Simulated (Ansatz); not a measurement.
Cell and atoms are relaxed with the symmetry kept. Start:

```
Ti Ag
1.0
     4.18700    0.00000    0.00000
     0.00000    4.18700    0.00000
     0.00000    0.00000    3.95000
Ti Ag
3 1
Direct
  0.00000 0.50000 0.50000
  0.50000 0.00000 0.50000
  0.50000 0.50000 0.00000
  0.00000 0.00000 0.00000
```

All numbers below come from DFT r2SCAN, scalar-relativistic, plane waves, PAW in Ansatz 0.2.0.

Plane waves to 500 eV, a k mesh through Γ of 10×10×10 on the computed 4-atom cell and Gaussian smearing (0.10 eV); no spin polarisation.

Problem. What does it relax to?

Solution. The volume decreases by 0.34 Å³/atom to 16.97 Å³/atom, and the energy falls by 8.4 meV/atom. Final structure:
```
Ti Ag
1.0
     4.08013    0.00000    0.00000
     0.00000    4.08013    0.00000
     0.00000    0.00000    4.07706
Ti Ag
3 1
Cartesian
  0.0000 2.0401 2.0385
  2.0401 0.0000 2.0385
  2.0401 2.0401 0.0000
  0.0000 0.0000 0.0000
```

Course of the relaxation (steps run on the plane waves of an earlier cell, and the basis is chosen afresh near the end, so energy and pressure can step there; trial steps that raised the energy were taken back; energies are free energies):

```
step E − E_final (meV/atom) P (GPa) V (Å³/atom)
   1                     8.4    -2.41        17.31
   2                     6.5     4.12        16.43
   3                     0.4     0.32        16.92
   4                     0.0     0.06        16.96
   5                    -0.2    -0.01        16.97
   6                     0.0    -0.02        16.97
```